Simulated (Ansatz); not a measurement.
Here is the system:

Y2Si:
```yaml
crystal:
  lattice:
    - [7.85603, 0.00000, 0.00000]
    - [-3.92802, 6.80353, 0.00000]
    - [0.00000, 0.00000, 4.22963]
  atoms:
    - { symbol: Y, position: [0.26461, 0.00000, 0.00000] }
    - { symbol: Y, position: [0.00000, 0.26461, 0.00000] }
    - { symbol: Y, position: [0.73539, 0.73539, 0.00000] }
    - { symbol: Y, position: [0.59661, 0.00000, 0.50000] }
    - { symbol: Y, position: [0.00000, 0.59661, 0.50000] }
    - { symbol: Y, position: [0.40339, 0.40339, 0.50000] }
    - { symbol: Si, position: [0.00000, 0.00000, 0.50000] }
    - { symbol: Si, position: [0.33333, 0.66667, 0.00000] }
    - { symbol: Si, position: [0.66667, 0.33333, 0.00000] }
```

This is the PBE-relaxed structure.

All from the program Ansatz at the PBE level (PAW), unless another level is named. Give the electronic character.

metallic (no gap).

Predict the formation energy from the elements (no fitted shifts).

-0.57 eV/atom.

Next, the density of states at the Fermi level?

1.5 states/eV per atom (mean over ±0.08 eV).

Space group P-62m. The cell is a constructed one: a structure type filled with these elements; neither database checked (COD, Materials Project) lists it. Whether it is the stable phase at ambient conditions was not checked. Symmetry was held in the PBE relaxation; whether a distortion lowers the energy is not shown. The run is not spin-polarised. The references are the lowest solids computed at this level, not always the standard phases. Scalar-relativistic: spin–orbit coupling is off unless named, which matters more the heavier the elements.

Potentials: the later of the program's two PAW sets.
